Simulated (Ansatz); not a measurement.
Level of theory: DFT PBE, scalar-relativistic, plane waves, PAW (Ansatz). All cells share a 420 eV cutoff and Γ-centred k meshes spaced about 0.3 Å⁻¹ or finer (0.25 for metals, 2π included). No spin polarisation.

All energies are static (0 K, no zero-point motion).

Two relaxed structures of Al3BSb2:

1.

```xyz
6
Lattice="3.4930 0.0000 0.0000 -1.7465 3.0250 0.0000 0.0000 0.0000 10.8221" Properties=species:S:1:pos:R:3 pbc="T T T"
Al    0.0000    2.0167    0.9258
Al    1.7465    1.0083    9.8964
Al    0.0000    0.0000    5.4111
B     0.0000    0.0000    0.0000
Sb    1.7465    1.0083    3.3749
Sb    0.0000    2.0167    7.4472
```

2.

```xyz
6
Lattice="-2.0738 2.0738 8.2211 2.0738 -2.0738 8.2211 2.0738 2.0738 -8.2211" Properties=species:S:1:pos:R:3 pbc="T T T"
Al    0.0000    2.0738    7.5710
Al    0.0000    2.0738    0.6501
Al    2.0738    0.0000    4.1105
B     0.0000    0.0000    0.0000
Sb    0.0000    0.0000   10.6842
Sb    0.0000    0.0000    5.7580
```

Question: Which form is favoured at zero pressure, and by what margin per atom?

Answer: Cell 1 is lower, by 56 meV/atom. Cell 1 has space group P-3m1 (No. 164), 19.1 Å³/atom and no gap on its mesh; cell 2 has space group I-4m2 (No. 119), 23.6 Å³/atom and no gap. Counting B or Sb atoms around Al (for each partner element, those within 1.25 times its shortest distance or 1.15 times the sum of covalent radii, where it is the nearest in units of that sum or under 1.3), cell 1 has Al 6 and cell 2 has Al 4. The denser one is the lower, and pressure would at first widen the difference. Even the lower one lies +0.17 eV/atom against the reference forms of the elements (uncorrected), so neither is stable at this level. In cell 1, Al on a site of symmetry 3m has 3 B at 2.22 Å, 3 Al at 2.74 Å and 3 Sb at 3.17 Å; B is surrounded by 6 Al at 2.22 Å; Sb is surrounded by 3 Al at 2.87 Å, 3 Al at 3.17 Å and 6 Sb at 3.49 Å; 1 more site not described. In cell 2, around Al on a site of symmetry 2mm lie 2 B at 2.17 Å and 2 Sb at 2.75 Å; around B lie 4 Al at 2.17 Å; around Sb lie 4 Al at 2.65–2.75 Å; 1 more site not described. Both come from trial cells of a structure search, whose lowest cell (C2/m, 23.8 Å³/atom) lies 154 meV/atom below the lower of the two.

Spin–orbit coupling, which can matter for Sb, is left out. With atoms moved at random, cell 1 (by 37 meV/atom) fell into a lower structure. Cell 2 had no clear such test and can be a saddle point. Some structure types and database cells were kept out of the candidates from the start, so a known form may be missing.
